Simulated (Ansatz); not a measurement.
## A vibration from a frozen displacement in In3As

All numbers below come from DFT PBEsol+D3(BJ), scalar-relativistic, plane waves, PAW (Ansatz). Cutoff 420 eV, Γ-centred 10×10×10 k-points, Gaussian smearing of 0.15 eV. No spin polarisation. Energies are free energies at this smearing, counted from the undisturbed cell; pressure is positive in compression.

Zero of the scan (relaxed at this level; it needn't be the usual structure):

```
In As
1.0
     4.50244    0.00000    0.00000
     0.00000    4.50244    0.00000
     0.00000    0.00000    4.50244
In As
3 1
Direct
  0.00000 0.50000 0.50000
  0.50000 0.00000 0.50000
  0.50000 0.50000 0.00000
  0.00000 0.00000 0.00000
```

Every As atom is moved by x along the Cartesian unit vector (0.000, -0.707, -0.707); the cell and all other atoms stay fixed. The cell's volume is 91.27 Å³; the moved atoms weigh 74.922 u together and the others 344.454 u. Some rows repeat others by symmetry and weren't run.

| x (Å) | ΔE (meV/cell) | total force on the moved atoms along the move (eV/Å) | pressure (GPa) |
| --- | --- | --- | --- |
| -0.3000 | -1.57 | 0.0696 | 0.5729 |
| -0.2625 | -3.37 | 0.0286 | 0.4290 |
| -0.2250 | -3.87 | 0.0003 | 0.3065 |
| -0.1500 | -2.70 | -0.0253 | 0.1217 |
| -0.0750 | -0.83 | -0.0206 | 0.0142 |
| 0.0000 | 0.00 | 0.0000 | -0.0194 |
| 0.0750 | -0.83 | 0.0206 | 0.0142 |
| 0.1500 | -2.70 | 0.0253 | 0.1217 |
| 0.2250 | -3.87 | -0.0003 | 0.3065 |
| 0.2625 | -3.37 | -0.0286 | 0.4290 |
| 0.3000 | -1.57 | -0.0696 | 0.5729 |

Problem. What frequency belongs to this motion?

Solution. The force constant is k = −dF/dx = -0.275 eV/Å², from the parabola through x = -0.0750, 0 and 0.0750. In every cell the moved atoms swing against the rest, so the mass is μ = m₁m₂/(m₁ + m₂) = 61.537 u, and ν̃ = 521.5 cm⁻¹ × √(|k|/μ) = 35i cm⁻¹. The pattern needn't be a normal mode: ν̃² is then a weighted mean of the squared nonzero frequencies at the zone centre of this cell, so it lies between the lowest and the highest of them, and at least one of them is imaginary.

Problem. Where does the displacement stop?

Solution. The energy turns up again: a parabola through the lowest point and its two neighbours puts the minimum at x ≈ -0.22 Å, 4 meV a cell below the start. A quartic well E = kx²/2 + bx⁴ through that position would be −kx₀²/4 = 3 meV deep. For scale, k_BT is 26 meV at 300 K, but cells are coupled, so the depth doesn't fix a transition temperature; relaxing the other atoms and the cell can only lower the minimum further below this start.

In a metal these slopes depend on the k mesh and the smearing.

Cost: 6 runs of about 7.3 core-minutes in all, on Intel Xeon Processor @ 2.50GHz (Skylake/Cascade Lake) (shared hosts).